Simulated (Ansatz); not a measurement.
SrCeN$_{2}$:
```yaml
crystal:
  lattice:
    - [1.80809, 1.04390, 5.92016]
    - [-1.80809, 1.04390, 5.92016]
    - [0.00000, -2.08781, 5.92016]
  atoms:
    - { symbol: N, position: [0.23540, 0.23540, 0.23540] }
    - { symbol: N, position: [0.76460, 0.76460, 0.76460] }
    - { symbol: Ce, position: [0.50000, 0.50000, 0.50000] }
    - { symbol: Sr, position: [0.00000, 0.00000, 0.00000] }
```

Tensor components refer to the Cartesian frame of this cell.

Give the high-frequency dielectric tensor and the Born effective charge tensors of the independent atoms from DFPT, PBEsol in the plane-wave PAW code Ansatz.


ε∞:
```
10.4  0.00  0.00
0.00  10.4  0.00
0.00  0.00  7.78
```
Z* of atom 1 (N), rows: field, columns: displacement, in e:
```
-4.32   0.00   0.00
 0.00  -4.32   0.00
 0.00   0.00  -3.37
```
Z* of atom 3 (Ce), rows: field, columns: displacement, in e:
```
6.21  0.00  0.00
0.00  6.21  0.00
0.00  0.00  3.30
```
Z* of atom 4 (Sr), rows: field, columns: displacement, in e:
```
2.42  0.00  0.00
0.00  2.42  0.00
0.00  0.00  3.44
```

Static charges for comparison (Bader): N1 -1.61, Ce3 +1.86, Sr4 +1.36 e. Born charges measure polarisation by displacement and can exceed these by far.

Space group R-3m. The workflow started from an entry of the Crystallography Open Database (COD). Whether it is the stable phase at ambient conditions was not checked. The PBEsol relaxation kept the symmetry of its start; whether a distortion lowers the energy is not shown. The workflow began spin-polarised and lost its moments. The 4f shell is in the valence. No Hubbard U is applied. Scalar-relativistic: spin–orbit coupling is off unless named, which matters more the heavier the elements.

Potentials: the later of the program's two PAW sets.
